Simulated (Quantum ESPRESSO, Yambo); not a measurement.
Li4WO5 (space group I4, No. 79): one geometry, one set of PBEsol (Quantum ESPRESSO, PseudoDojo norm-conserving, 84 Ry, no spin-orbit coupling) orbitals, self-energies from Yambo (4×4×4 Γ-centred k mesh, bands 6 to 106 and a 6 Ry block in the screening, 106 bands in G with the Bruneval-Gonze terminator, plasmon pole fitted at 27.2 eV).

```csv
level,"gap (0.25, -0.25, 0.25) → X (eV)","direct gap at (0.25, -0.25, 0.25) (eV)"
PBEsol (Quantum ESPRESSO),3.23,3.34
exchange only (Hartree-Fock self-energy on PBEsol orbitals),___,___
static COHSEX@PBEsol,6.04,6.17
"G0W0@PBEsol, plasmon pole",5.42,5.54
"G0W0@PBEsol, multipole fit to 8 frequencies, no terminator",___,___
"G0W0@PBEsol, plasmon pole, no terminator",5.52,5.65
```

Task: Complete the blanks.

Result: 
- exchange only (Hartree-Fock self-energy on PBEsol orbitals), gap (0.25, -0.25, 0.25) → X (eV): 13.78
- exchange only (Hartree-Fock self-energy on PBEsol orbitals), direct gap at (0.25, -0.25, 0.25) (eV): 13.91
- G0W0@PBEsol, multipole fit to 8 frequencies, no terminator, gap (0.25, -0.25, 0.25) → X (eV): 5.48
- G0W0@PBEsol, multipole fit to 8 frequencies, no terminator, direct gap at (0.25, -0.25, 0.25) (eV): 5.60

Bare exchange has no screening and gives the widest gap; static COHSEX screens it but leaves out the frequency dependence, which G0W0 restores. All rows use the PBEsol edge points; in the exchange only run other k points give a smaller gap, 13.68 eV.

Nearest settings tried, and what they do to the gap: 51 bands in G: +67 meV; 3 Ry block (63 vectors against 151): +84 meV. Not varied: bands in W, mesh. So the settings aren't converged at that level.

Geometry of the Materials Project entry, not relaxed at this level; primitive cell a = 5.059 Å, b = 5.059 Å, c = 5.059 Å, α = 99.48°, β = 99.48°, γ = 132.12°.

The structure is a Materials Project entry; no match was found in the copy of COD used, and its stability was not checked.
